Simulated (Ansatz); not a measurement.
**CuI3 (ReO3-type structure)**

The computed numbers are results of PBE+U (U_eff = 4 eV on Cu 3d), scalar-relativistic (collinear spin) in the plane-wave PAW code Ansatz at 420 eV, 6×6×6 k-mesh, Gaussian smearing of 0.05 eV. The datasets are Ansatz's generated set soft_2.

```xyz
4
Lattice="5.4650 0.0000 0.0000 0.0000 5.4650 0.0000 0.0000 0.0000 5.4650" Properties=species:S:1:pos:R:3 pbc="T T T"
Cu    0.0000    0.0000    0.0000
I     2.7325    0.0000    0.0000
I     0.0000    0.0000    2.7325
I     0.0000    2.7325    0.0000
```

The cell came from substitution into a structure type; whether the compound takes it is for experiment to say. The ideal cubic cell shuts out tilts of the octahedra, which such structures often take.

Magnetic state: non-magnetic, site spin moments none.

The geometry was relaxed with PBE+U and stays fixed; the gap of the first row includes a band path, the others are on their meshes. A negative pressure means that the level wants a smaller cell.

```json
{"level": "PBE+U (U_eff = 4 eV on Cu 3d)", "k-mesh": "6×6×6", "gap (eV)": "metal", "P (GPa)": "0.0"}
```

And under PBE+U (U_eff = 2 eV on Cu 3d) (6×6×6): gap, pressure?

Gap zero (metallic), pressure -0.1 GPa.

Give the gap and the pressure for PBE+U (U_eff = 4 eV on Cu 3d) with spin–orbit coupling, moments started along [001] (6×6×6).

Gap zero (metallic), pressure 0.4 GPa.

What do the gap and the pressure become under PBE+U (U_eff = 6 eV on Cu 3d) (6×6×6)?

Gap zero (metallic), pressure 0.1 GPa.

What do the gap and the pressure become under PBE+U (U_eff = 1 eV on Cu 3d) (6×6×6)?

Gap zero (metallic), pressure -0.1 GPa.

**Why the levels differ.**

To first order a pressure P at this geometry moves the equilibrium volume by ΔV/V ≈ P/B0, with B0 = 24 GPa from PBE+U's equation of state: PBE+U (U_eff = 2 eV on Cu 3d) −0.10/23.9 = −0.4 %, about 40.6 Å³/atom; PBE+U (U_eff = 6 eV on Cu 3d) 0.14/23.9 = +0.6 %, about 41.0 Å³/atom; PBE+U (U_eff = 1 eV on Cu 3d) −0.14/23.9 = −0.6 %, about 40.6 Å³/atom; PBE+U (U_eff = 4 eV on Cu 3d) with spin–orbit coupling 0.42/23.9 = +1.7 %, about 41.5 Å³/atom (from 40.81). These are estimates, not relaxations.

From U = 1 to 6 eV on Cu the pressure goes from -0.1 to 0.1 GPa, the crystal stays metallic, and the largest spin moment goes from 0.00 to 0.00 μB.

Pressures are a third of the stress tensor's trace.
